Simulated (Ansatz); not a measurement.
A relaxed structure of LiCl is spoiled in several ways and relaxed again each time (noise and exchanges are one random draw each; pressure is positive under compression). Level of theory: r2SCAN (plane waves to 500 eV, PAW, scalar-relativistic; Ansatz, a quantum-chemistry and plane-wave program).

```cif
data_Cl4Li4
_chemical_formula_sum 'Cl4 Li4'
_space_group_name_H-M_alt 'Fm-3m'
_space_group_IT_number 225
_space_group_name_Hall '-F 4 2 3'
_cell_length_a 5.11228
_cell_length_b 5.11228
_cell_length_c 5.11228
_cell_angle_alpha 90.000
_cell_angle_beta 90.000
_cell_angle_gamma 90.000
loop_
_atom_site_label
_atom_site_type_symbol
_atom_site_symmetry_multiplicity
_atom_site_Wyckoff_symbol
_atom_site_fract_x
_atom_site_fract_y
_atom_site_fract_z
_atom_site_occupancy
Cl1 Cl 4 a 0.00000 0.00000 0.00000 1
Li1 Li 4 b 0.50000 0.50000 0.50000 1
```
(The calculation used a cell of 2 atoms; values per cell refer to that cell.)

Problem. One start gave a first pressure of +13.9 GPa and released 0.17 eV/atom. Which change was it?
A) with every coordinate shifted by Gaussian noise of σ = 0.45 Å
B) with every coordinate shifted by Gaussian noise of σ = 0.3 Å
C) doubled along one cell vector, shaken by Gaussian noise of σ = 0.08 Å a coordinate
D) deformed by the Cartesian strain tensor (xx, yy, zz, yz, xz, xy) = (-0.007, -0.078, -0.119, 0.037, 0.043, 0.005)

Solution. D, deformed by the Cartesian strain tensor (xx, yy, zz, yz, xz, xy) = (-0.007, -0.078, -0.119, 0.037, 0.043, 0.005). All starts:

| change | first pressure (GPa) | first V (Å³/atom) | released (eV/atom) | moves | outcome | final group | E − E(parent) (eV/atom) |
|---|---|---|---|---|---|---|---|
| with every coordinate shifted by Gaussian noise of σ = 0.3 Å | 12.5 | 16.70 | 0.44 | 5 | returns to the parent | Fm-3m | 0.000 |
| with every coordinate shifted by Gaussian noise of σ = 0.45 Å | 6.4 | 16.70 | 0.13 | 5 | returns to the parent | Fm-3m | 0.000 |
| deformed by the Cartesian strain tensor (xx, yy, zz, yz, xz, xy) = (-0.007, -0.078, -0.119, 0.037, 0.043, 0.005) | 13.9 | 13.42 | 0.17 | 5 | returns to the parent | Fm-3m | 0.000 |
| doubled along one cell vector, shaken by Gaussian noise of σ = 0.08 Å a coordinate | 0.3 | 16.70 | 0.006 | 3 | returns to the parent | Fm-3m | 0.000 |

First-step values come from each run's starting, coarser k-mesh (8×8×8, 8×8×9, 8×4×8). The runs use different k-meshes, so differences are rounded accordingly. No spin polarisation in the result.
